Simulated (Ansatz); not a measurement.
MoIr:
```
CELL_PARAMETERS angstrom
      4.41194     0.00000     0.00000
      0.00000     2.74555     0.00000
      0.00000     0.00000     4.79475
ATOMIC_POSITIONS crystal
  Ir 0.25000 0.50000 0.67457
  Ir 0.75000 0.50000 0.32543
  Mo 0.25000 0.00000 0.17052
  Mo 0.75000 0.00000 0.82948
```

Relaxed with PBEsol. Special points in fractions of this cell's reciprocal vectors: Γ (0.000, 0.000, 0.000); X (0.500, 0.000, 0.000); S (0.500, 0.500, 0.000); Y (0.000, 0.500, 0.000); Z (0.000, 0.000, 0.500); U (0.500, 0.000, 0.500); R (0.500, 0.500, 0.500); T (0.000, 0.500, 0.500).

List the band energies nearest the Fermi level at these points for DFT-PBEsol with spin–orbit coupling in the program Ansatz with PAW potentials.

In eV from the Fermi level; about four levels below and three above (degenerate sets whole), none deeper than 8.9 eV; points with the same levels are listed once.

```json
[
 {"k": "Γ", "below": "-0.83 -0.83 -0.22 -0.22", "above": "0.91 0.91 2.25 2.25"},
 {"k": "X", "below": "-0.88 -0.88 -0.88 -0.88", "above": "0.53 0.53 0.53 0.53"},
 {"k": "S", "below": "-0.01 -0.01 -0.01 -0.01", "above": "2.03 2.03 2.03 2.03"},
 {"k": "Y", "below": "-0.94 -0.94 -0.05 -0.05", "above": "1.30 1.30 1.93 1.93"},
 {"k": "Z", "below": "-0.60 -0.60 -0.51 -0.51", "above": "0.77 0.77 1.27 1.27"},
 {"k": "U", "below": "-0.84 -0.84 -0.84 -0.84", "above": "1.31 1.31 1.31 1.31"},
 {"k": "R", "below": "-1.19 -1.19 -1.19 -1.19", "above": "0.13 0.13 0.13 0.13"},
 {"k": "T", "below": "-1.07 -1.07 -0.49 -0.49", "above": "1.91 1.91 2.06 2.06"}
]
```

Space group Pmma. The workflow started from an entry of the Crystallography Open Database (COD). Whether it is the stable phase at ambient conditions was not checked. The PBEsol relaxation kept the symmetry of its start; whether a distortion lowers the energy is not shown. No spin polarisation was allowed.

Potentials: the later of the program's two PAW sets.
